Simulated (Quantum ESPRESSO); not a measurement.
# Al3MgON3: input and log of a self-consistent run

Computed values, not a measurement. The program is pw.x of Quantum ESPRESSO 7.5 (plane-wave density functional theory). The cell is made up: 8 atoms on a rocksalt lattice, with randomly drawn elements, strain and displacements, not relaxed. PseudoDojo standard norm-conserving files (v0.5 for PBE, v0.4.1 for LDA and PBEsol) set the functional; there is no spin polarisation, spin-orbit coupling or dispersion term, and the masses in the input are unused placeholders.

Input:

```
&control calculation='scf', pseudo_dir='./dojo.nc.sr.pbe.v0_5.standard.upf', outdir='./o', disk_io='low', tprnfor=.true., tstress=.true. /
&system ibrav=0, nat=8, ntyp=4, nbnd=26, ecutwfc=84.00895049, nosym=.true., tot_charge=0,
 occupations='smearing', smearing='fd', degauss=0.0018374661
/
&electrons conv_thr=7.350e-09, electron_maxstep=60, /
ATOMIC_SPECIES
Al 1.0 Al.upf
Mg 1.0 Mg.upf
N 1.0 N.upf
O 1.0 O.upf
CELL_PARAMETERS angstrom
4.0593 -0.0252 0.0052
-0.0252 4.019 -0.0379
0.0052 -0.0379 4.0873
ATOMIC_POSITIONS angstrom
Al 0.0395 -0.0493 0.0734
Al 0.0012 1.96 2.023
Mg 2.0372 -0.0476 2.037
Al 1.958 2.038 0.0261
O 1.9784 -0.0427 -0.0325
N 1.9747 1.9142 2.0149
N 4.0893 -0.009 2.057
N 3.9999 1.9526 -0.0375
K_POINTS automatic
5 5 5 1 1 1
```

The log is shortened where brackets say so; the opening notice, blank lines, dates and the lines on written files are dropped, and the path of the files is cut. It prints rydbergs, bohrs and kilobars, and counts compression as positive stress. With no partly filled state, the Fermi energy that it prints is only some level between the filled and the empty states on the mesh, and need not lie in the true gap.

```
     Program PWSCF v.7.5
     Parallel version (MPI & OpenMP), running on       4 processor cores
     Number of MPI processes:                 4
     Threads/MPI process:                     1
     [start-up lines left out]
     bravais-lattice index     =            0
     lattice parameter (alat)  =       7.6711  a.u.
     unit-cell volume          =     449.9319 (a.u.)^3
     number of atoms/cell      =            8
     number of atomic types    =            4
     number of electrons       =        40.00
     number of Kohn-Sham states=           26
     kinetic-energy cutoff     =      84.0090  Ry
     charge density cutoff     =     336.0358  Ry
     scf convergence threshold =      7.3E-09
     mixing beta               =       0.7000
     number of iterations used =            8  plain     mixing
     Exchange-correlation= PBE
                           (   1   4   3   4   0   0   0)
     [axes and pseudopotential details left out]
   Cartesian axes
     site n.     atom                  positions (alat units)
         1        Al     tau(   1) = (   0.0097305  -0.0121447   0.0180816  )
         2        Al     tau(   2) = (   0.0002956   0.4828322   0.4983518  )
         3        Mg     tau(   3) = (   0.5018498  -0.0117259   0.5018006  )
         4        Al     tau(   4) = (   0.4823395   0.5020469   0.0064296  )
         5        O      tau(   5) = (   0.4873649  -0.0105188  -0.0080061  )
         6        N      tau(   6) = (   0.4864534   0.4715497   0.4963564  )
         7        N      tau(   7) = (   1.0073702  -0.0022171   0.5067274  )
         8        N      tau(   8) = (   0.9853471   0.4810092  -0.0092379  )
     number of k points=    63  Fermi-Dirac smearing, width (Ry)=  0.0018
                       cart. coord. in units 2pi/alat
        k(    1) = (   0.1005105   0.1025793   0.1001403), wk =   0.0320000
        k(    2) = (   0.1002677   0.1044511   0.2987918), wk =   0.0320000
     [further k points left out]
     Dense  grid:    46825 G-vectors     FFT dimensions: (  45,  45,  45)
     Estimated max dynamical RAM per process >      93.64 MB
     Estimated total dynamical RAM >     340.26 MB
     Initial potential from superposition of free atoms
     starting charge      39.9918, renormalised to      40.0000
     Starting wfcs are   33 randomized atomic wfcs
     total cpu time spent up to now is        2.6 secs
     per-process dynamical memory:    74.3 Mb
     Self-consistent Calculation
     iteration #  1     ecut=    84.01 Ry     beta= 0.70
     Davidson diagonalization with overlap
     ethr =  1.00E-02,  avg # of iterations =  5.0
     total cpu time spent up to now is        7.5 secs
     total energy              =    -227.91185518 Ry
     estimated scf accuracy    <       1.81791660 Ry
     iteration #  2     ecut=    84.01 Ry     beta= 0.70
     Davidson diagonalization with overlap
     ethr =  4.54E-03,  avg # of iterations =  2.2
     total cpu time spent up to now is       11.5 secs
     total energy              =    -228.48212465 Ry
     estimated scf accuracy    <       1.10080632 Ry
     iteration #  3     ecut=    84.01 Ry     beta= 0.70
     Davidson diagonalization with overlap
     ethr =  2.75E-03,  avg # of iterations =  2.1
     total cpu time spent up to now is       15.2 secs
     total energy              =    -228.66035553 Ry
     estimated scf accuracy    <       0.02133308 Ry
     iteration #  4     ecut=    84.01 Ry     beta= 0.70
     Davidson diagonalization with overlap
     ethr =  5.33E-05,  avg # of iterations =  7.0
     total cpu time spent up to now is       20.8 secs
     total energy              =    -228.67053882 Ry
     estimated scf accuracy    <       0.00585478 Ry
     iteration #  5     ecut=    84.01 Ry     beta= 0.70
     Davidson diagonalization with overlap
     ethr =  1.46E-05,  avg # of iterations =  3.4
     total cpu time spent up to now is       25.1 secs
     total energy              =    -228.67113297 Ry
     estimated scf accuracy    <       0.00185095 Ry
     iteration #  6     ecut=    84.01 Ry     beta= 0.70
     Davidson diagonalization with overlap
     ethr =  4.63E-06,  avg # of iterations =  2.8
     total cpu time spent up to now is       28.7 secs
     total energy              =    -228.67105427 Ry
     estimated scf accuracy    <       0.00043702 Ry
     iteration #  7     ecut=    84.01 Ry     beta= 0.70
     Davidson diagonalization with overlap
     ethr =  1.09E-06,  avg # of iterations =  3.0
     total cpu time spent up to now is       32.9 secs
     total energy              =    -228.67116142 Ry
     estimated scf accuracy    <       0.00000272 Ry
     iteration #  8     ecut=    84.01 Ry     beta= 0.70
     Davidson diagonalization with overlap
     ethr =  6.80E-09,  avg # of iterations =  5.0
     total cpu time spent up to now is       38.2 secs
     total energy              =    -228.67116502 Ry
     estimated scf accuracy    <       0.00000510 Ry
     iteration #  9     ecut=    84.01 Ry     beta= 0.70
     Davidson diagonalization with overlap
     ethr =  6.80E-09,  avg # of iterations =  2.0
     total cpu time spent up to now is       42.0 secs
     total energy              =    -228.67116552 Ry
     estimated scf accuracy    <       0.00000035 Ry
     iteration # 10     ecut=    84.01 Ry     beta= 0.70
     Davidson diagonalization with overlap
     ethr =  8.78E-10,  avg # of iterations =  2.2
     total cpu time spent up to now is       45.8 secs
     End of self-consistent calculation
          k = 0.1005 0.1026 0.1001 (  5842 PWs)   bands (ev):
   -61.5612 -28.5131 -28.3713 -28.3614  -8.9181  -4.5598  -1.9797  -1.4428
     3.7332   3.8985   4.2113   6.7031   7.1673   7.2793   8.4841   8.7275
     9.0687  10.2913  10.9220  11.1992  15.0615  15.8766  16.9109  17.5193
    17.6631  17.8519
     [levels at the other k points left out]
     the Fermi energy is    14.1760 ev
!    total energy              =    -228.67116560 Ry
     estimated scf accuracy    <          7.3E-09 Ry
     smearing contrib. (-TS)   =      -0.00000000 Ry
     internal energy E=F+TS    =    -228.67116560 Ry
     The total energy is F=E-TS. E is the sum of the following terms:
     one-electron contribution =     -86.21823659 Ry
     hartree contribution      =      66.86391920 Ry
     xc contribution           =     -50.37854565 Ry
     ewald contribution        =    -158.93830256 Ry
     convergence has been achieved in  10 iterations
     Forces acting on atoms (cartesian axes, Ry/au):
     atom    1 type  1   force =    -0.02426607    0.02310904   -0.03203139
     atom    2 type  1   force =    -0.02233469    0.00905616    0.01299453
     atom    3 type  2   force =     0.01399323   -0.01469728    0.01209246
     atom    4 type  1   force =     0.02423757   -0.03439553   -0.02492962
     atom    5 type  4   force =     0.01276527   -0.00446106    0.02410551
     atom    6 type  3   force =     0.02310501    0.05770021   -0.00298262
     atom    7 type  3   force =    -0.03378500   -0.05175697   -0.00951530
     atom    8 type  3   force =     0.00628467    0.01544544    0.02026643
     Total force =     0.122818     Total SCF correction =     0.000122
     Computing stress (Cartesian axis) and pressure
          total   stress  (Ry/bohr**3)                   (kbar)     P=      123.13
   0.00107926   0.00021531  -0.00005876          158.76       31.67       -8.64
   0.00021531   0.00130845   0.00034189           31.67      192.48       50.29
  -0.00005876   0.00034189   0.00012335           -8.64       50.29       18.14
     init_run     :      2.40s CPU      2.48s WALL (       1 calls)
     electrons    :     42.84s CPU     43.14s WALL (       1 calls)
     forces       :      0.59s CPU      0.61s WALL (       1 calls)
     stress       :      2.13s CPU      2.13s WALL (       1 calls)
     [timing details left out]
     PWSCF        :     48.14s CPU     48.57s WALL
     JOB DONE.
```

In other units: free energy -3111.230 eV for the cell, pressure 12.31 GPa, largest force component 1.484 eV/Å. A rerun of the same cell at another strain at 1437 eV and a 7 x 7 x 7 mesh moved values by no more than 0.004 eV in energy, 0.02 GPa in stress and 0.004 eV/Å in force.